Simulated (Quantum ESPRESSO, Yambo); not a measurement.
Mg2ZnO3 (space group P-3m1, No. 164): static response along x against the Γ-centred k mesh (Yambo on LDA (pw.x of Quantum ESPRESSO, ONCV potentials, no spin-orbit coupling) bands; 62 bands, 3 Ry block). The smallest direct LDA gap is 2.96 eV. Axes are Cartesian, with cell vectors (Å) (3.03, 0.00, 0.00), (-1.52, 2.63, 0.00), (0.00, 0.00, 7.40).

| k mesh | ε(0), independent particles | ε(0), RPA with local fields | rough Yambo cost |
|---|---|---|---|
| 6×6×2 | 3.97 | 3.85 | about 1/5 |
| 9×9×4 | 3.93 | 3.82 | about 1/2 |
| 12×12×6 | 3.93 | 3.82 | 1 |

The last step changes the RPA value by 0.0 %. Electronic response only; costs are rough.

Geometry of the Materials Project entry, not relaxed at this level; primitive cell a = b = 3.033 Å, c = 7.403 Å, α = β = 90.00°, γ = 120.00°.

The structure is a Materials Project entry; no match was found in the copy of COD used, and its stability was not checked.
